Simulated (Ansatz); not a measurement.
Here is an unrelaxed guess for Ge₂PdF₆.

```xyz
9
Lattice="0.0000 3.6922 3.6922 3.6922 0.0000 3.6922 3.6922 3.6922 0.0000" Properties=species:S:1:pos:R:3 pbc="T T T"
Ge    5.5384    5.5384    5.5384
Ge    1.8461    1.8461    1.8461
Pd    0.0000    0.0000    0.0000
F     0.0000    1.8461    1.8461
F     3.6922    1.8461    1.8461
F     1.8461    0.0000    1.8461
F     1.8461    3.6922    1.8461
F     1.8461    1.8461    0.0000
F     1.8461    1.8461    3.6922
```

Level of theory: Ansatz, DFT PBE, scalar-relativistic, plane waves, PAW. Plane waves to 420 eV, a k mesh through Γ of 4×4×4 on the computed 9-atom cell and Gaussian smearing (0.10 eV); no spin polarisation.

Energies over the elements count from the elements' standard structures at the same level (F₂ as a molecule), with no fitted energy shifts.

Question: How far from equilibrium is it?

Answer: The pressure is 47.8 GPa (it wants to expand), the largest force is 0.00 eV/Å (symmetry fixes the atoms), and the energy is −1.07 eV/atom against the elements. The shortest distance is 1.85 Å.

Question: How much does it gain on relaxing, and where does it end?

Answer: Relaxing gains about 0.49 eV/atom (the start's value is from the coarse mesh, so the gain is rough) in 16 ionic steps and ends at −1.57 eV/atom on the finer mesh. The symmetry stays Fm-3m (No. 225). The volume per atom grows by 41.5 %, from 11.2 to 15.8 Å³. The shortest distance goes from 1.85 Å (Ge–F) to 2.07 Å (Ge–F). Conventional cell: a = 8.291 Å. Ge has 6 F at 2.07 Å; Pd has 12 F at 2.93 Å (long contacts); F is surrounded by 2 Ge at 2.07 Å, 2 Pd at 2.93 Å and 8 F at 2.93 Å.

The last run used collinear spin, an 8×8×8 mesh for its 9-atom cell and Gaussian smearing of 0.10 eV. The magnetic state reached may not be the lowest. The relaxation can't lower the symmetry of the start. A structure relaxed within its symmetry needn't be a true minimum.
